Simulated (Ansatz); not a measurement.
TiS$_{2}$:
```
CELL_PARAMETERS angstrom
      3.31487     0.00000     0.00000
     -1.65744     2.87076     0.00000
      0.00000     0.00000     5.44224
ATOMIC_POSITIONS crystal
  Ti 0.00000 0.00000 0.00000
  S  0.33333 0.66667 0.26112
  S  0.66667 0.33333 0.73888
```

Relaxed with LDA.

Task: List the phonon frequencies at the special points (DFPT on a 3×3×2 q-mesh, Fourier-interpolated; plane-wave PAW LDA (Ansatz code)).

Result: In cm⁻¹; no LO–TO term at Γ, as the run had none.

```json
[
 {"q": "Γ", "frequencies": "0 0 0 196 196 248 248 343 388"},
 {"q": "M", "frequencies": "128 140 192 239 254 293 296 346 392"},
 {"q": "K", "frequencies": "141 215 215 268 268 288 323 345 345"},
 {"q": "A", "frequencies": "49 49 89 199 199 244 244 332 407"},
 {"q": "L", "frequencies": "128 140 190 229 255 293 297 350 382"},
 {"q": "H", "frequencies": "129 221 221 267 267 283 324 344 344"}
]
```

Space group P-3m1 (CdI2 type). The cell was relaxed with LDA under the symmetry of its start; phonons on a q-mesh show no instability. No spin polarisation was allowed. A crystal of weakly bound layers computed without a dispersion correction: the cell and the soft elastic constants depend strongly on that. As this level gives no gap, phonon frequencies hold no LO–TO term and depend on the k-mesh and smearing (Fermi–Dirac, 0.1 eV here).

Potentials: the later of the program's two PAW sets.
